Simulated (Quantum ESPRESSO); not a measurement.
## W2Mo2Se6PCl (one run as intended and one with a planted mistake)

Simulated, not a measurement. The program is pw.x of Quantum ESPRESSO 7.5 (plane-wave density functional theory). The cell is made up: 12 atoms on a layered 2H lattice, with randomly drawn elements, strain and displacements, not relaxed. PseudoDojo standard norm-conserving files (v0.5 for PBE, v0.4.1 for LDA and PBEsol) set the functional; there is no spin polarisation, spin-orbit coupling or dispersion term, and the masses in the input are unused placeholders.

Intended input:

```
&control calculation='scf', pseudo_dir='./dojo.nc.sr.pbe.v0_5.standard.upf', outdir='./o', disk_io='medium', tprnfor=.true., tstress=.true. /
&system ibrav=0, nat=12, ntyp=5, nbnd=88, ecutwfc=85.99341389, nosym=.true., tot_charge=0,
 occupations='smearing', smearing='fd', degauss=0.0018374661
/
&electrons conv_thr=7.350e-09, electron_maxstep=60, /
ATOMIC_SPECIES
Cl 1.0 Cl.upf
Mo 1.0 Mo.upf
P 1.0 P.upf
Se 1.0 Se.upf
W 1.0 W.upf
CELL_PARAMETERS angstrom
3.2798 -0.0473 -0.0605
-0.0818 5.6712 -0.0113
-0.2425 -0.026 13.3009
ATOMIC_POSITIONS angstrom
W -0.1014 1.8425 3.3082
Mo 1.4862 0.8356 9.9808
W 1.513 4.7016 3.2841
Mo -0.242 3.6994 9.9663
Se -0.1094 1.8696 8.2769
Se -0.2347 1.8422 11.6527
Se 1.6149 0.9538 1.6339
P 1.5539 0.9414 5.051
Se 1.4046 4.7885 8.2806
Se 1.3965 4.6459 11.5133
Cl -0.0727 3.7807 1.681
Se -0.0862 3.8006 5.0548
K_POINTS automatic
7 4 2 1 1 1
```

The log is shortened where brackets say so; the opening notice, blank lines, dates and the lines on written files are dropped, and the path of the files is cut. It prints rydbergs, bohrs and kilobars, and counts compression as positive stress. Where no state is partly filled, the Fermi energy that it prints is only some level between the filled and the empty states on the mesh, and need not lie in the true gap.

Log of the intended run:

```
     Program PWSCF v.7.5
     Parallel version (MPI & OpenMP), running on       1 processor cores
     Number of MPI processes:                 1
     Threads/MPI process:                     1
     [start-up lines left out]
     bravais-lattice index     =            0
     lattice parameter (alat)  =       6.1996  a.u.
     unit-cell volume          =    1668.6350 (a.u.)^3
     number of atoms/cell      =           12
     number of atomic types    =            5
     number of electrons       =       164.00
     number of Kohn-Sham states=           88
     kinetic-energy cutoff     =      85.9934  Ry
     charge density cutoff     =     343.9737  Ry
     scf convergence threshold =      7.3E-09
     mixing beta               =       0.7000
     number of iterations used =            8  plain     mixing
     Exchange-correlation= PBE
                           (   1   4   3   4   0   0   0)
     [axes and pseudopotential details left out]
   Cartesian axes
     site n.     atom                  positions (alat units)
         1        W      tau(   1) = (  -0.0309080   0.5616181   1.0083827  )
         2        Mo     tau(   2) = (   0.4530132   0.2547018   3.0422785  )
         3        W      tau(   3) = (   0.4611822   1.4331092   1.0010367  )
         4        Mo     tau(   4) = (  -0.0737648   1.1276256   3.0378587  )
         5        Se     tau(   5) = (  -0.0333466   0.5698786   2.5229075  )
         6        Se     tau(   6) = (  -0.0715396   0.5615267   3.5518956  )
         7        Se     tau(   7) = (   0.4922427   0.2907307   0.4980341  )
         8        P      tau(   8) = (   0.4736491   0.2869510   1.5396109  )
         9        Se     tau(   9) = (   0.4281405   1.4595975   2.5240353  )
        10        Se     tau(  10) = (   0.4256715   1.4161312   3.5094046  )
        11        Cl     tau(  11) = (  -0.0221599   1.1524069   0.5123908  )
        12        Se     tau(  12) = (  -0.0262749   1.1584726   1.5407692  )
     number of k points=    28  Fermi-Dirac smearing, width (Ry)=  0.0018
                       cart. coord. in units 2pi/alat
        k(    1) = (   0.0736730   0.0734990   0.0631500), wk =   0.0714286
        k(    2) = (   0.0713933   0.0732203  -0.0602183), wk =   0.0714286
     [further k points left out]
     Dense  grid:   179799 G-vectors     FFT dimensions: (  40,  64, 150)
     Estimated max dynamical RAM per process >     377.20 MB
     Initial potential from superposition of free atoms
     starting charge     163.9955, renormalised to     164.0000
     Starting wfcs are  102 randomized atomic wfcs
     total cpu time spent up to now is       38.2 secs
     per-process dynamical memory:   206.7 Mb
     Self-consistent Calculation
     iteration #  1     ecut=    85.99 Ry     beta= 0.70
     Davidson diagonalization with overlap
     ethr =  1.00E-02,  avg # of iterations =  2.0
     Threshold (ethr) on eigenvalues was too large:
     Diagonalizing with lowered threshold
     Davidson diagonalization with overlap
     ethr =  5.44E-04,  avg # of iterations =  2.1
     total cpu time spent up to now is      245.8 secs
     total energy              =   -2085.91261002 Ry
     estimated scf accuracy    <       0.93010049 Ry
     iteration #  2     ecut=    85.99 Ry     beta= 0.70
     Davidson diagonalization with overlap
     ethr =  5.67E-04,  avg # of iterations =  9.7
     total cpu time spent up to now is      448.8 secs
     total energy              =   -2082.60822258 Ry
     estimated scf accuracy    <      54.11557765 Ry
     [iterations 3 to 20 left out]
     iteration # 21     ecut=    85.99 Ry     beta= 0.70
     Davidson diagonalization with overlap
     ethr =  9.57E-12,  avg # of iterations =  3.5
     total cpu time spent up to now is     2649.1 secs
     total energy              =   -2086.40918928 Ry
     estimated scf accuracy    <          7.6E-09 Ry
     iteration # 22     ecut=    85.99 Ry     beta= 0.70
     Davidson diagonalization with overlap
     ethr =  4.60E-12,  avg # of iterations =  2.7
     total cpu time spent up to now is     2757.0 secs
     End of self-consistent calculation
     [lines on levels left out]
     the Fermi energy is    12.3358 ev
!    total energy              =   -2086.40918928 Ry
     estimated scf accuracy    <          6.3E-10 Ry
     smearing contrib. (-TS)   =      -0.00000000 Ry
     internal energy E=F+TS    =   -2086.40918928 Ry
     The total energy is F=E-TS. E is the sum of the following terms:
     one-electron contribution =   -1238.31072236 Ry
     hartree contribution      =     670.72688094 Ry
     xc contribution           =    -411.32909003 Ry
     ewald contribution        =   -1107.49625783 Ry
     convergence has been achieved in  22 iterations
     Forces acting on atoms (cartesian axes, Ry/au):
     atom    1 type  5   force =     0.04299089    0.02765783    0.09033052
     atom    2 type  2   force =    -0.02211239    0.07739836   -0.03740279
     atom    3 type  5   force =     0.01711182    0.03637316    0.05290768
     atom    4 type  2   force =     0.00249338    0.02655827   -0.04167300
     atom    5 type  4   force =    -0.02147069   -0.01622400    0.01028514
     atom    6 type  4   force =     0.03659908   -0.00175972    0.02312270
     atom    7 type  4   force =    -0.04445264   -0.03334038   -0.03951773
     atom    8 type  3   force =     0.00705746   -0.02137411   -0.07816067
     atom    9 type  4   force =    -0.00682951   -0.06490808   -0.02563141
     atom   10 type  4   force =     0.01202002   -0.02042143    0.07131992
     atom   11 type  1   force =    -0.01760047   -0.00592858    0.01247629
     atom   12 type  4   force =    -0.00580695   -0.00403134   -0.03805665
     Total force =     0.228145     Total SCF correction =     0.000198
     Computing stress (Cartesian axis) and pressure
          total   stress  (Ry/bohr**3)                   (kbar)     P=       15.27
   0.00007977   0.00017764   0.00027946           11.73       26.13       41.11
   0.00017764   0.00013042   0.00013519           26.13       19.18       19.89
   0.00027946   0.00013519   0.00010115           41.11       19.89       14.88
     init_run     :     36.27s CPU     38.04s WALL (       1 calls)
     electrons    :   2623.51s CPU   2718.74s WALL (       1 calls)
     forces       :     22.42s CPU     22.70s WALL (       1 calls)
     stress       :     69.55s CPU     71.85s WALL (       1 calls)
     [timing details left out]
     PWSCF        :  45m52.38s CPU  47m33.50s WALL
     JOB DONE.
```

A second run has one planted mistake: the smearing is too wide. The input lines that differ, file-writing options aside:

```
- &system ibrav=0, nat=12, ntyp=5, nbnd=88, ecutwfc=85.99341389, nosym=.true., tot_charge=0,
+ &system ibrav=0, nat=12, ntyp=5, nbnd=106, ecutwfc=85.99341389, nosym=.true., tot_charge=0,
-  occupations='smearing', smearing='fd', degauss=0.0018374661
+  occupations='smearing', smearing='fd', degauss=0.0470391324
```

Its log:

```
     Program PWSCF v.7.5
     Parallel version (MPI & OpenMP), running on       4 processor cores
     Number of MPI processes:                 4
     Threads/MPI process:                     1
     [start-up lines left out]
     bravais-lattice index     =            0
     lattice parameter (alat)  =       6.1996  a.u.
     unit-cell volume          =    1668.6350 (a.u.)^3
     number of atoms/cell      =           12
     number of atomic types    =            5
     number of electrons       =       164.00
     number of Kohn-Sham states=          106
     kinetic-energy cutoff     =      85.9934  Ry
     charge density cutoff     =     343.9737  Ry
     scf convergence threshold =      7.3E-09
     mixing beta               =       0.7000
     number of iterations used =            8  plain     mixing
     Exchange-correlation= PBE
                           (   1   4   3   4   0   0   0)
     [axes and pseudopotential details left out]
   Cartesian axes
     site n.     atom                  positions (alat units)
         1        W      tau(   1) = (  -0.0309080   0.5616181   1.0083827  )
         2        Mo     tau(   2) = (   0.4530132   0.2547018   3.0422785  )
         3        W      tau(   3) = (   0.4611822   1.4331092   1.0010367  )
         4        Mo     tau(   4) = (  -0.0737648   1.1276256   3.0378587  )
         5        Se     tau(   5) = (  -0.0333466   0.5698786   2.5229075  )
         6        Se     tau(   6) = (  -0.0715396   0.5615267   3.5518956  )
         7        Se     tau(   7) = (   0.4922427   0.2907307   0.4980341  )
         8        P      tau(   8) = (   0.4736491   0.2869510   1.5396109  )
         9        Se     tau(   9) = (   0.4281405   1.4595975   2.5240353  )
        10        Se     tau(  10) = (   0.4256715   1.4161312   3.5094046  )
        11        Cl     tau(  11) = (  -0.0221599   1.1524069   0.5123908  )
        12        Se     tau(  12) = (  -0.0262749   1.1584726   1.5407692  )
     number of k points=    28  Fermi-Dirac smearing, width (Ry)=  0.0470
                       cart. coord. in units 2pi/alat
        k(    1) = (   0.0736730   0.0734990   0.0631500), wk =   0.0714286
        k(    2) = (   0.0713933   0.0732203  -0.0602183), wk =   0.0714286
     [further k points left out]
     Dense  grid:   179799 G-vectors     FFT dimensions: (  40,  64, 150)
     Estimated max dynamical RAM per process >     663.17 MB
     Estimated total dynamical RAM >       2.46 GB
     Initial potential from superposition of free atoms
     starting charge     163.9955, renormalised to     164.0000
     Starting wfcs are  102 randomized atomic wfcs +    4 random wfcs
     total cpu time spent up to now is        7.2 secs
     per-process dynamical memory:   472.7 Mb
     Self-consistent Calculation
     iteration #  1     ecut=    85.99 Ry     beta= 0.70
     Davidson diagonalization with overlap
     ethr =  1.00E-02,  avg # of iterations =  5.3
     Threshold (ethr) on eigenvalues was too large:
     Diagonalizing with lowered threshold
     Davidson diagonalization with overlap
     ethr =  6.16E-04,  avg # of iterations =  2.9
     total cpu time spent up to now is       48.3 secs
     total energy              =   -2085.96220324 Ry
     estimated scf accuracy    <       1.04318652 Ry
     iteration #  2     ecut=    85.99 Ry     beta= 0.70
     Davidson diagonalization with overlap
     ethr =  6.36E-04,  avg # of iterations =  9.4
     total cpu time spent up to now is       76.9 secs
     total energy              =   -2080.55607107 Ry
     estimated scf accuracy    <     161.28490965 Ry
     [iterations 3 to 18 left out]
     iteration # 19     ecut=    85.99 Ry     beta= 0.70
     Davidson diagonalization with overlap
     ethr =  4.04E-10,  avg # of iterations =  2.0
     total cpu time spent up to now is      419.2 secs
     total energy              =   -2086.59867788 Ry
     estimated scf accuracy    <       0.00000004 Ry
     iteration # 20     ecut=    85.99 Ry     beta= 0.70
     Davidson diagonalization with overlap
     ethr =  2.21E-11,  avg # of iterations =  2.8
     total cpu time spent up to now is      439.4 secs
     End of self-consistent calculation
     [lines on levels left out]
     the Fermi energy is    12.2640 ev
!    total energy              =   -2086.59867788 Ry
     estimated scf accuracy    <          3.5E-09 Ry
     smearing contrib. (-TS)   =      -0.56756431 Ry
     internal energy E=F+TS    =   -2086.03111357 Ry
     The total energy is F=E-TS. E is the sum of the following terms:
     one-electron contribution =   -1238.12815795 Ry
     hartree contribution      =     670.97424279 Ry
     xc contribution           =    -411.38094058 Ry
     ewald contribution        =   -1107.49625783 Ry
     convergence has been achieved in  20 iterations
     Forces acting on atoms (cartesian axes, Ry/au):
     atom    1 type  5   force =     0.03833073    0.01375312    0.09794503
     atom    2 type  2   force =    -0.02025681    0.06859784   -0.02778422
     atom    3 type  5   force =     0.01497771    0.03575468    0.05774561
     atom    4 type  2   force =    -0.00277545    0.01727105   -0.03466607
     atom    5 type  4   force =    -0.01627407   -0.01123853   -0.01301482
     atom    6 type  4   force =     0.03189408   -0.00060987    0.03892862
     atom    7 type  4   force =    -0.04011901   -0.02778366   -0.05432363
     atom    8 type  3   force =     0.00434191   -0.01546440   -0.06556636
     atom    9 type  4   force =    -0.00354725   -0.05552288   -0.04460392
     atom   10 type  4   force =     0.01135749   -0.01802603    0.08018458
     atom   11 type  1   force =    -0.01233054   -0.00297954   -0.01593770
     atom   12 type  4   force =    -0.00559878   -0.00375177   -0.01890712
     Total force =     0.221932     Total SCF correction =     0.000278
     Computing stress (Cartesian axis) and pressure
          total   stress  (Ry/bohr**3)                   (kbar)     P=       51.34
   0.00031145   0.00014244   0.00022085           45.82       20.95       32.49
   0.00014244   0.00037940   0.00011089           20.95       55.81       16.31
   0.00022085   0.00011089   0.00035609           32.49       16.31       52.38
     init_run     :      6.82s CPU      7.09s WALL (       1 calls)
     electrons    :    424.94s CPU    432.18s WALL (       1 calls)
     forces       :      3.36s CPU      3.41s WALL (       1 calls)
     stress       :     11.14s CPU     11.38s WALL (       1 calls)
     [timing details left out]
     PWSCF        :   7m26.46s CPU   7m34.37s WALL
     JOB DONE.
```

|  | intended run | run with the mistake |
| --- | --- | --- |
| free energy (eV) | -28387.043 | -28389.621 |
| smearing term -TS (eV) | 0.0000 | -7.7221 |
| pressure (GPa) | 1.53 | 5.13 |
| largest force component (eV/Å) | 2.322 | 2.518 |
| largest change of a force component (eV/Å) |  | 0.731 |
| iterations | 22 | 20 |

For scale, a rerun of the intended cell at a cutoff of 1467 eV and k mesh 9 x 6 x 4 moved values by no more than 0.004 eV in energy, 0.02 GPa in stress and 0.004 eV/Å in force. The number of bands, nbnd, was set by rule from the electron count and the smearing, so it follows the mistake.